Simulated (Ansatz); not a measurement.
The elements of this relaxed trial crystal are hidden behind letters.

```
lattice vectors (Å)
   5.7335    0.0000    0.0000
   0.0000    5.7335    0.0000
   0.0000    0.0000    2.8600
fractional positions
X 0.2478 0.7522 0.0000
X 0.2478 0.2478 0.0000
X 0.7522 0.7522 0.0000
X 0.7522 0.2478 0.0000
Z 0.5000 0.0000 0.5000
Z 0.0000 0.0000 0.5000
Z 0.0000 0.5000 0.5000
Q 0.5000 0.5000 0.5000
```

Computed with Ansatz, DFT PBE, scalar-relativistic, plane waves, PAW. Plane waves to 420 eV, an 8×8×14 mesh through Γ for the 8-atom cell and 0.10 eV Gaussian smearing; collinear spin.

```
Space group                               : P4/mmm (No. 123)
Conventional cell                         : a = 5.734 Å, c = 2.860 Å
Volume per atom                           : 11.75 Å³
Density                                   : 6.07 g/cm³
Energy over the elements                  : −0.60 eV/atom
Gap on the 8×8×14 mesh of the 8-atom cell : 0 eV (a metal)
Net moment per atom                       : 0.08 μB
```

Energies are uncorrected and count from the elements' standard states at the same level.

**Question.** X is a p-block element of period 3, Z is a d-block element of period 4 and Q is a d-block element of period 4. Which elements are they?

**Answer.** X = Al, Z = Co, Q = Ni, so the formula is Al4Co3Ni. Density times volume gives a mean mass of 6.07 × 11.75/1.6605 = 43.0 u per atom, and this set has 42.9 u. Around Al lie 6 Co at 2.47–2.48 Å, 2 Ni at 2.50 Å and 6 Al at 2.84–2.89 Å; Co on a site of symmetry mmm has 8 Al at 2.48 Å, 4 Co at 2.86–2.87 Å and 2 Ni at 2.87 Å; around Ni lie 8 Al at 2.50 Å, 2 Ni at 2.86 Å and 4 Co at 2.87 Å; 1 more site not described. Other sets within the hints have nearly the same mass, so mass alone doesn't settle it; this one was computed.

The magnetic state reached may not be the lowest. Symmetry constrained the relaxation, so the result can be a saddle point.
